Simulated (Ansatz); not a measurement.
## Li3Au: eigenvalues along the path

```xyz
4
Lattice="0.0000 3.1510 3.1510 3.1510 0.0000 3.1510 3.1510 3.1510 0.0000" Properties=species:S:1:pos:R:3 pbc="T T T"
Li    1.5755    1.5755    1.5755
Li    4.7265    4.7265    4.7265
Li    3.1510    3.1510    3.1510
Au    0.0000    0.0000    0.0000
```

Atom numbers follow the list: Li1, Li2, Li3, Au4.

The cell is COD entry 1510223, as deposited and not checked against the literature; nothing was relaxed.

Spin–orbit coupling is left out, though it moves levels of the heavy atoms by tenths of an eV or more.

Method: Ansatz 0.2.0, DFT, PBEsol, all-electron LAPW, scalar-relativistic.

Settings: a Γ-centred 10×10×10 k mesh, Fermi–Dirac smearing of 0.03 eV, basis error target 1 meV/atom, no spin polarisation.

Path points, in fractions of the reciprocal vectors: Γ (0.000, 0.000, 0.000), X (0.500, 0.000, 0.500), U (0.625, 0.250, 0.625), K (0.375, 0.375, 0.750), L (0.500, 0.500, 0.500), W (0.500, 0.250, 0.750). Levels in eV from the Fermi level; bands 15 to 24, counted from the lowest band of the run. The gap is zero.

```
# k(1/Å) point b15 b16 b17 b18 b19 b20 b21 b22 b23 b24
0.000 Γ -5.95 -4.44 -4.44 -4.44 -4.07 -4.07 4.00 4.00 4.00 5.84
0.071 - -5.93 -4.44 -4.43 -4.43 -4.07 -4.07 3.86 3.86 3.98 5.85
0.142 - -5.89 -4.44 -4.42 -4.42 -4.09 -4.06 3.52 3.52 3.90 5.86
0.214 - -5.81 -4.44 -4.40 -4.40 -4.11 -4.05 3.11 3.11 3.75 5.49
0.285 - -5.71 -4.43 -4.37 -4.37 -4.15 -4.04 2.68 2.68 3.51 4.97
0.356 - -5.58 -4.43 -4.33 -4.33 -4.18 -4.03 2.25 2.25 3.11 4.58
0.427 - -5.43 -4.43 -4.29 -4.29 -4.20 -4.01 1.85 1.85 2.58 4.33
0.499 - -5.26 -4.43 -4.24 -4.24 -4.21 -3.99 1.47 1.47 1.97 4.17
0.570 - -5.10 -4.43 -4.19 -4.19 -4.18 -3.98 1.13 1.13 1.35 4.07
0.641 - -4.97 -4.43 -4.14 -4.14 -4.09 -3.96 0.74 0.83 0.83 3.99
0.712 - -4.88 -4.43 -4.08 -4.08 -3.95 -3.93 0.16 0.57 0.57 3.93
0.783 - -4.84 -4.43 -4.04 -4.04 -3.94 -3.70 -0.38 0.36 0.36 3.89
0.855 - -4.82 -4.43 -4.00 -4.00 -3.93 -3.44 -0.85 0.20 0.20 3.86
0.926 - -4.82 -4.43 -3.97 -3.97 -3.92 -3.21 -1.20 0.11 0.11 3.85
0.997 X -4.82 -4.43 -3.97 -3.97 -3.92 -3.11 -1.34 0.08 0.08 3.84
1.022 - -4.82 -4.43 -3.97 -3.97 -3.92 -3.11 -1.34 0.07 0.08 3.85
1.047 - -4.81 -4.43 -3.97 -3.97 -3.92 -3.12 -1.33 0.05 0.09 3.87
1.073 - -4.81 -4.42 -3.97 -3.97 -3.93 -3.13 -1.32 0.02 0.11 3.91
1.098 - -4.80 -4.42 -3.98 -3.97 -3.93 -3.14 -1.30 -0.02 0.14 3.95
1.123 - -4.79 -4.42 -3.98 -3.97 -3.94 -3.15 -1.28 -0.06 0.17 4.01
1.148 - -4.77 -4.41 -3.99 -3.98 -3.95 -3.17 -1.25 -0.12 0.21 4.08
1.173 - -4.76 -4.40 -4.00 -3.98 -3.96 -3.19 -1.22 -0.18 0.26 4.15
1.198 - -4.74 -4.39 -4.01 -3.99 -3.97 -3.22 -1.19 -0.25 0.32 4.23
1.224 - -4.73 -4.38 -4.02 -3.99 -3.99 -3.25 -1.14 -0.31 0.38 4.31
1.249 - -4.71 -4.37 -4.04 -4.00 -4.00 -3.28 -1.10 -0.38 0.45 4.38
1.274 - -4.69 -4.36 -4.05 -4.01 -4.00 -3.31 -1.05 -0.45 0.52 4.46
1.299 - -4.67 -4.34 -4.06 -4.03 -4.01 -3.35 -1.00 -0.52 0.61 4.54
1.324 - -4.66 -4.33 -4.08 -4.04 -4.02 -3.38 -0.94 -0.58 0.69 4.61
1.350 U -4.64 -4.31 -4.09 -4.06 -4.03 -3.42 -0.88 -0.63 0.78 4.67
1.393 - -4.63 -4.31 -4.11 -4.07 -4.02 -3.44 -0.87 -0.63 0.82 4.73
1.437 - -4.62 -4.30 -4.13 -4.09 -4.02 -3.46 -0.90 -0.56 0.81 4.84
1.480 - -4.59 -4.30 -4.17 -4.10 -4.02 -3.46 -0.94 -0.46 0.78 4.99
1.524 - -4.56 -4.31 -4.20 -4.11 -4.01 -3.47 -0.98 -0.35 0.73 5.17
1.568 - -4.52 -4.33 -4.21 -4.12 -4.01 -3.47 -1.01 -0.26 0.67 5.37
1.611 - -4.48 -4.38 -4.21 -4.13 -4.01 -3.47 -1.03 -0.19 0.62 5.54
1.655 - -4.44 -4.42 -4.21 -4.14 -4.01 -3.47 -1.03 -0.16 0.60 5.62
1.698 - -4.48 -4.38 -4.21 -4.13 -4.01 -3.47 -1.03 -0.19 0.62 5.54
1.742 - -4.52 -4.33 -4.21 -4.12 -4.01 -3.47 -1.01 -0.26 0.67 5.37
1.786 - -4.56 -4.31 -4.20 -4.11 -4.01 -3.47 -0.98 -0.35 0.73 5.17
1.829 - -4.59 -4.30 -4.17 -4.10 -4.02 -3.46 -0.94 -0.46 0.78 4.99
1.873 - -4.62 -4.30 -4.13 -4.09 -4.02 -3.46 -0.90 -0.56 0.81 4.84
1.916 - -4.63 -4.31 -4.11 -4.07 -4.02 -3.44 -0.87 -0.63 0.82 4.73
1.960 K -4.64 -4.31 -4.09 -4.06 -4.03 -3.42 -0.88 -0.63 0.78 4.67
2.036 - -4.61 -4.27 -4.14 -4.10 -4.05 -3.55 -0.77 -0.67 1.09 4.85
2.111 - -4.60 -4.25 -4.19 -4.14 -4.08 -3.67 -0.82 -0.43 1.45 4.99
2.187 - -4.61 -4.27 -4.23 -4.17 -4.12 -3.76 -0.77 -0.15 1.84 5.11
2.262 - -4.69 -4.31 -4.27 -4.19 -4.16 -3.81 -0.62 0.15 2.27 5.22
2.338 - -4.83 -4.34 -4.31 -4.20 -4.20 -3.86 -0.36 0.49 2.72 5.33
2.413 - -5.00 -4.34 -4.34 -4.24 -4.20 -3.91 0.00 0.85 3.21 5.45
2.489 - -5.19 -4.37 -4.35 -4.28 -4.19 -3.96 0.44 1.24 3.71 5.58
2.564 - -5.37 -4.39 -4.35 -4.31 -4.17 -4.00 0.94 1.66 4.23 5.21
2.640 - -5.54 -4.41 -4.36 -4.35 -4.15 -4.03 1.50 2.10 4.65 4.98
2.715 - -5.68 -4.42 -4.38 -4.38 -4.13 -4.05 2.10 2.56 4.52 5.36
2.791 - -5.80 -4.43 -4.40 -4.40 -4.10 -4.06 2.71 3.02 4.30 5.85
2.866 - -5.88 -4.43 -4.42 -4.42 -4.08 -4.07 3.30 3.47 4.14 5.89
2.942 - -5.93 -4.44 -4.43 -4.43 -4.07 -4.07 3.79 3.84 4.04 5.85
3.018 Γ -5.95 -4.44 -4.44 -4.44 -4.07 -4.07 4.00 4.00 4.00 5.84
3.079 - -5.94 -4.44 -4.43 -4.43 -4.07 -4.07 3.82 3.98 3.98 5.88
3.141 - -5.90 -4.43 -4.43 -4.43 -4.07 -4.07 3.37 3.92 3.92 5.97
3.203 - -5.85 -4.43 -4.41 -4.41 -4.08 -4.08 2.83 3.83 3.83 6.04
3.264 - -5.77 -4.42 -4.40 -4.40 -4.08 -4.08 2.25 3.72 3.72 5.95
3.326 - -5.67 -4.40 -4.39 -4.39 -4.09 -4.09 1.67 3.61 3.61 5.75
3.388 - -5.56 -4.38 -4.37 -4.37 -4.09 -4.09 1.10 3.51 3.51 5.53
3.449 - -5.44 -4.37 -4.37 -4.34 -4.08 -4.08 0.54 3.41 3.41 5.31
3.511 - -5.31 -4.37 -4.37 -4.29 -4.06 -4.06 0.02 3.31 3.31 5.11
3.573 - -5.20 -4.37 -4.37 -4.21 -4.04 -4.04 -0.48 3.23 3.23 4.93
3.634 - -5.10 -4.38 -4.38 -4.09 -4.02 -4.02 -0.94 3.15 3.15 4.78
3.696 - -5.02 -4.39 -4.39 -4.00 -4.00 -3.94 -1.36 3.09 3.09 4.66
3.758 - -4.97 -4.39 -4.39 -3.98 -3.98 -3.77 -1.72 3.05 3.05 4.57
3.819 - -4.94 -4.40 -4.40 -3.97 -3.97 -3.63 -1.97 3.02 3.02 4.52
3.881 L -4.93 -4.40 -4.40 -3.96 -3.96 -3.56 -2.07 3.01 3.01 4.51
3.931 - -4.93 -4.40 -4.40 -3.97 -3.97 -3.57 -2.06 2.91 2.94 4.57
3.982 - -4.91 -4.40 -4.39 -3.98 -3.97 -3.57 -2.02 2.66 2.77 4.74
4.032 - -4.87 -4.40 -4.37 -4.00 -3.97 -3.57 -1.97 2.33 2.54 4.96
4.082 - -4.82 -4.41 -4.35 -4.03 -3.98 -3.57 -1.89 1.97 2.28 5.14
4.133 - -4.77 -4.41 -4.31 -4.06 -3.98 -3.58 -1.79 1.60 2.01 5.28
4.183 - -4.70 -4.42 -4.28 -4.09 -3.99 -3.58 -1.68 1.24 1.74 5.39
4.233 - -4.64 -4.42 -4.23 -4.12 -4.00 -3.57 -1.56 0.88 1.47 5.47
4.284 - -4.57 -4.43 -4.19 -4.15 -4.02 -3.56 -1.42 0.55 1.21 5.53
4.334 - -4.51 -4.43 -4.18 -4.15 -4.02 -3.53 -1.27 0.24 0.96 5.57
4.385 - -4.45 -4.43 -4.20 -4.13 -4.02 -3.49 -1.11 -0.04 0.72 5.60
4.435 - -4.44 -4.39 -4.22 -4.14 -4.00 -3.44 -0.95 -0.27 0.49 5.63
4.485 - -4.44 -4.34 -4.23 -4.17 -3.98 -3.39 -0.80 -0.45 0.28 5.65
4.536 - -4.44 -4.29 -4.24 -4.21 -3.97 -3.36 -0.67 -0.57 0.12 5.66
4.586 W -4.45 -4.25 -4.24 -4.24 -3.97 -3.34 -0.61 -0.61 0.06 5.66
4.622 - -4.46 -4.27 -4.24 -4.22 -3.97 -3.34 -0.69 -0.53 0.06 5.61
4.657 - -4.49 -4.29 -4.21 -4.19 -3.97 -3.33 -0.76 -0.45 0.06 5.48
4.693 - -4.53 -4.31 -4.17 -4.16 -3.97 -3.32 -0.84 -0.38 0.06 5.30
4.728 - -4.58 -4.33 -4.14 -4.12 -3.97 -3.31 -0.91 -0.31 0.06 5.10
4.764 - -4.62 -4.35 -4.11 -4.09 -3.97 -3.29 -0.99 -0.24 0.06 4.90
4.800 - -4.66 -4.37 -4.09 -4.05 -3.97 -3.26 -1.05 -0.18 0.06 4.70
4.835 - -4.69 -4.38 -4.06 -4.02 -3.97 -3.24 -1.12 -0.12 0.07 4.52
4.871 - -4.73 -4.39 -4.04 -3.99 -3.97 -3.21 -1.17 -0.07 0.07 4.35
4.906 - -4.75 -4.40 -4.02 -3.97 -3.97 -3.19 -1.22 -0.03 0.07 4.20
4.942 - -4.78 -4.41 -4.00 -3.97 -3.95 -3.16 -1.26 0.01 0.07 4.07
4.978 - -4.79 -4.42 -3.98 -3.97 -3.94 -3.14 -1.30 0.04 0.07 3.97
5.013 - -4.81 -4.42 -3.97 -3.97 -3.93 -3.13 -1.32 0.06 0.08 3.90
5.049 - -4.82 -4.43 -3.97 -3.97 -3.92 -3.12 -1.34 0.07 0.08 3.86
5.084 X -4.82 -4.43 -3.97 -3.97 -3.92 -3.11 -1.34 0.08 0.08 3.84
```
